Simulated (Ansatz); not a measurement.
SiRu2 in space group P4/nmm (No. 129; Ru on 2a, Ru on 2c, Si on 2c), PBEsol in the plane-wave PAW code Ansatz, all energies at zero smearing, with the estimated change up to a 700 eV cutoff added, with one set of potentials and settings (totals compare only within such a set). Cell of 6 atoms (4 Ru, 2 Si): -24510.661 eV.

| element | reference phase | E (eV/atom) |
|---|---|---|
| Ru | P6_3/mmc, 2 atoms in the cell | -5816.5470 |
| Si | Fd-3m, 2 atoms in the cell | -621.4938 |

Formation energy per atom, worked out: (-24510.661 − 4×(-5816.5470) − 2×(-621.4938))/6 = -0.248 eV/atom (-24 kJ per mol of atoms), at 0 K, without zero-point energy or fitted corrections.

A made-up cell: these elements were put on the sites of a structure type; neither database checked (COD, Materials Project) lists it. Its standing as an ambient phase is unchecked. Symmetry was held in the PBEsol relaxation; its stability against distortions is not shown here. The run is not spin-polarised. The references are the lowest solids computed at this level, not always the standard phases.

Potentials: the earlier of the program's two PAW sets. The files were generated under PBE; for other functionals the program regenerates the frozen cores, and for LDA and PBEsol the local potential too.
